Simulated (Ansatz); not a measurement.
Eu:
```cif
data_Eu2
_chemical_formula_sum 'Eu2'
_space_group_name_H-M_alt 'P 1'
_space_group_IT_number 1
_cell_length_a 3.67259
_cell_length_b 3.67259
_cell_length_c 5.91336
_cell_angle_alpha 90.000
_cell_angle_beta 90.000
_cell_angle_gamma 120.035
loop_
_space_group_symop_operation_xyz
  'x, y, z'
loop_
_atom_site_label
_atom_site_type_symbol
_atom_site_fract_x
_atom_site_fract_y
_atom_site_fract_z
_atom_site_occupancy
Eu1 Eu 0.83353 0.16647 0.75000 1
Eu2 Eu 0.16647 0.83353 0.25000 1
```
The run is spin-polarised; directions of the spins, atom by atom: ↑ ↑.

Relaxed with LDA.

### Question
Which orbitals make up the states near the Fermi level in DFT-LDA in the program Ansatz with PAW potentials?

### Answer
Within 0.5 eV of the Fermi level: Eu 4f 81 %, Eu 5d 16 %. Projections are on Löwdin-orthogonalised atomic valence shells; empty p or d shells of many metals are not among them.

### Question
Tabulate the density of states.

### Answer
States/eV per cell of 2 atoms, in 0.25 eV bins, energy from the Fermi level.

| E (eV) | total | Eu 4f | Eu 5d | Eu 6s |
|---|---|---|---|---|
| -4.70 | 0.00 | 0.00 | 0.00 | 0.00 |
| -4.45 | 0.03 | 0.00 | 0.00 | 0.03 |
| -4.20 | 0.07 | 0.00 | 0.00 | 0.06 |
| -3.95 | 0.10 | 0.00 | 0.00 | 0.09 |
| -3.70 | 0.13 | 0.00 | 0.01 | 0.11 |
| -3.45 | 0.20 | 0.00 | 0.02 | 0.16 |
| -3.20 | 0.27 | 0.00 | 0.03 | 0.21 |
| -2.95 | 0.32 | 0.00 | 0.05 | 0.24 |
| -2.70 | 0.40 | 0.00 | 0.08 | 0.28 |
| -2.45 | 0.49 | 0.00 | 0.14 | 0.31 |
| -2.20 | 0.66 | 0.00 | 0.25 | 0.36 |
| -1.95 | 1.11 | 0.01 | 0.63 | 0.41 |
| -1.70 | 1.31 | 0.03 | 0.80 | 0.39 |
| -1.45 | 1.43 | 0.08 | 0.92 | 0.36 |
| -1.20 | 1.99 | 0.22 | 1.35 | 0.35 |
| -0.95 | 2.63 | 0.52 | 1.70 | 0.32 |
| -0.70 | 9.07 | 6.66 | 2.02 | 0.29 |
| -0.45 | 41.85 | 39.76 | 1.69 | 0.26 |
| -0.20 | 9.05 | 6.92 | 1.85 | 0.19 |
| 0.05 | 2.97 | 0.57 | 2.18 | 0.13 |
| 0.30 | 3.03 | 0.45 | 2.35 | 0.13 |
| 0.55 | 2.89 | 0.29 | 2.35 | 0.13 |
| 0.80 | 2.22 | 0.13 | 1.92 | 0.09 |
| 1.05 | 2.86 | 0.14 | 2.47 | 0.12 |
| 1.30 | 4.35 | 0.22 | 3.70 | 0.22 |
| 1.55 | 2.78 | 0.13 | 2.35 | 0.16 |
| 1.80 | 3.08 | 0.14 | 2.51 | 0.22 |
| 2.05 | 4.00 | 0.28 | 3.21 | 0.25 |
| 2.30 | 3.83 | 0.33 | 3.15 | 0.18 |
| 2.55 | 3.16 | 0.34 | 2.47 | 0.16 |
| 2.80 | 2.64 | 0.36 | 2.00 | 0.12 |
| 3.05 | 2.81 | 0.50 | 2.17 | 0.06 |
| 3.30 | 2.83 | 0.72 | 1.98 | 0.04 |
| 3.55 | 3.97 | 2.16 | 1.67 | 0.05 |
| 3.80 | 13.23 | 11.42 | 1.51 | 0.09 |
| 4.05 | 16.30 | 14.92 | 1.24 | 0.05 |
| 4.30 | 21.53 | 19.56 | 1.72 | 0.14 |
| 4.55 | 4.38 | 2.60 | 1.62 | 0.09 |
| 4.80 | 2.52 | 0.73 | 1.59 | 0.12 |

Space group P6_3/mmc (hcp (Mg type)). The first step of the workflow began from a Materials Project structure, measured or hypothetical; the Crystallography Open Database copy checked does not list it. It is not the phase usual at ambient conditions (space group No. 229). Symmetry was held in the LDA relaxation; its stability against distortions is not shown here. Spin order of the final state: ferromagnetic, chosen from 5 collinear starts compared on coarse meshes (ties went to the first, and starts can fall back to one state), not a proven ground state. The 4f shell is in the valence, and the state reached may lie above the lowest one. No Hubbard U is applied. Spin–orbit coupling is left out wherever it is not named.

Potentials: the earlier of the program's two PAW sets. The files were generated under PBE; for other functionals the program regenerates the frozen cores, and for LDA and PBEsol the local potential too.
